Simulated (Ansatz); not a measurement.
Relaxed RbCaH₃ (cubic perovskite):

```xyz
10
Lattice="8.7967 0.0000 0.0000 4.3983 4.3983 0.0000 4.3983 0.0000 4.3983" Properties=species:S:1:pos:R:3 pbc="T T T"
Rb     0.0000     0.0000     0.0000
Rb     4.3983     0.0000     0.0000
Ca    10.9958     2.1992     2.1992
Ca     6.5975     2.1992     2.1992
H     10.9958     0.0000     2.1992
H      6.5975     0.0000     2.1992
H      8.7967     2.1992     2.1992
H     13.1950     2.1992     2.1992
H     10.9958     2.1992     0.0000
H      6.5975     2.1992     0.0000
```

A phonon eigenvector at R = (0.5, 0.5, 0.5) is frozen into this cell: atom i moves by Q times the vector below, so Q is the largest atomic displacement, in Å. The cell is held. It is one choice among 2 degenerate patterns. (q is in reciprocal vectors of the primitive cell; the cell shown is doubled to hold the pattern.)

```csv
atom,x,y,z
H5,0.000,0.646,0.000
H6,0.000,-0.646,0.000
H7,0.354,0.000,0.000
H8,-0.354,0.000,0.000
H9,0.000,0.000,-1.000
H10,0.000,0.000,1.000
```

Atoms not listed stay in place.

All values below come from LDA (plane waves to 420 eV, PAW, scalar-relativistic; Ansatz, a quantum-chemistry and plane-wave program). k mesh 8×8×8 (Γ-centred), Fermi-Dirac smearing 0.05 eV. Energies are smeared free energies. RbCaH3 was relaxed with its symmetry unable to fall. The zero of ΔE is the undisplaced structure.

```json
[
 {"Q (Å)": "-0.2800", "ΔE (meV/cell)": "withheld"},
 {"Q (Å)": "-0.2333", "ΔE (meV/cell)": "484"},
 {"Q (Å)": "-0.1867", "ΔE (meV/cell)": "306"},
 {"Q (Å)": "-0.1400", "ΔE (meV/cell)": "170"},
 {"Q (Å)": "-0.0933", "ΔE (meV/cell)": "75"},
 {"Q (Å)": "-0.0467", "ΔE (meV/cell)": "19"},
 {"Q (Å)": "0.0000", "ΔE (meV/cell)": "0"},
 {"Q (Å)": "0.0467", "ΔE (meV/cell)": "19"},
 {"Q (Å)": "0.0933", "ΔE (meV/cell)": "75"},
 {"Q (Å)": "0.1400", "ΔE (meV/cell)": "170"},
 {"Q (Å)": "0.1867", "ΔE (meV/cell)": "306"},
 {"Q (Å)": "0.2333", "ΔE (meV/cell)": "484"},
 {"Q (Å)": "0.2800", "ΔE (meV/cell)": "withheld"}
]
```

Task: Fit an even polynomial form (powers 2, 4) to the given rows and predict ΔE at Q = 0.2800.

Result: Least squares on the 11 given rows: ΔE = (8564)·Q² + (6036)·Q⁴, in meV/cell with Q in Å; root-mean-square residual 0.2 meV/cell. At 0.2800 the fit gives 709 meV/cell; the calculation gives 710 meV/cell, so the extrapolation is off by -1 (-0.1 %). The quadratic term alone would give 671 meV/cell.

(For displaced atoms, the force is minus the slope of the energy, and its curvature is a force constant, which sets phonon frequencies.)
